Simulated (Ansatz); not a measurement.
## CsPbCl3: pressure against volume

CsPbCl3, Pm-3m, a = 5.619 Å. The structure is a COD entry; whether it is the stable form wasn't checked. Ansatz: PBEsol, PAW, 420 eV, Γ-centred 6×6×6 mesh on 5 atoms, Gaussian smearing 0.02 eV; no spin polarisation. Symmetry fixes shape and atoms, so the cell is only scaled; pressure is positive in compression.

```
V (Å³/atom) P (GPa)
     33.347     1.79
     34.411     0.82
     35.475     0.00
     36.540        ?
     37.604    -1.27
```

Task: Take V0 = 35.475 Å³/atom, fit the third-order Birch–Murnaghan form to the other rows, and predict the missing pressure.

Result: With the Eulerian strain f = ½[(V0/V)^(2/3) − 1] and y = P/[3f(1 + 2f)^(5/2)], the form is the line y = B0 + 1.5 B0 (B0′ − 4) f. Rows (f, y): 0.02105, 25.57; 0.01025, 25.35; -0.01905, 24.49. Means f = 0.004083, y = 25.137; Σ(Δf)² = 0.0008610, ΣΔfΔy = 0.02363; the slope is their ratio. y = 25.02 + 27.44 f GPa, so B0 = 25.0 GPa and B0′ = 4 + 2 × (27.44)/(3 × 25.02) = 4.73. At V = 36.540, f = -0.00976, y = 24.752 and P = -0.69 GPa. The run gave -0.69 GPa, the same to the digits shown.

Spin–orbit coupling is left out, which can shift energies with elements as heavy as these.

Symmetry holds off the tilts and polar distortions that many cubic perovskites undergo.